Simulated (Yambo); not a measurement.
# CsNbP2O8: lowest vertical excitons

```
CsNbP2O8
1.0
    4.37066    -2.63068     0.00000
    4.37066     2.63068     0.00000
   -0.52145     0.00000     8.75808
O P Nb Cs
8 2 1 1
Direct
  0.31352   0.78292   0.34822
  0.68648   0.21708   0.65178
  0.21708   0.68648   0.65178
  0.78292   0.31352   0.34822
  0.78677   0.78677   0.41815
  0.21323   0.21323   0.58185
  0.67981   0.67981   0.14329
  0.32019   0.32019   0.85671
  0.35660   0.35660   0.69525
  0.64340   0.64340   0.30475
  0.00000   0.00000   0.50000
  0.00000   0.00000   0.00000
```

The geometry is that of Materials Project entry mp-555286, symmetrised and not relaxed again.

BSE in Yambo on PBEsol (Quantum ESPRESSO, PseudoDojo norm-conserving, 84 Ry, no spin-orbit coupling) bands: 4×4×2 mesh, 25 valence and 10 conduction bands, static screening with 114 bands and a 3 Ry block, scissor 2.37 eV, Tamm-Dancoff; field along x.

```tsv
state	energy (eV)	states within 2 meV	relative strength	class	main transitions
1	3.96	1	< 0.01	dark	VB → CB (70 %)
2	4.14	1	< 0.01	dark	several band pairs
3	4.19	1	0.01	weak	several band pairs
4	4.21	1	< 0.01	dark	several band pairs
5	4.22	2	< 0.01	dark	several band pairs
6	4.27	2	1.00	strong	several band pairs
```

These are vertical excitations (zero momentum); the indirect quasiparticle gap, about 5.01 eV, is smaller than the direct one (5.12 eV on the GW mesh). The direct quasiparticle gap on this mesh is 5.11 eV; counted from there, state 1 is bound by 1.15 eV. Convergence with the mesh was not shown.

Spin singlets only. Strengths are relative to the strongest of the lowest states of this run; strong means a line over 3 % of the spectrum's maximum, dark under 0.03 %. Absolute energies carry the error of the G0W0 scissor, whose convergence isn't established; the long-wavelength screening was taken along (1,1,1) although the crystal is anisotropic.

Spin-orbit splittings are left out.
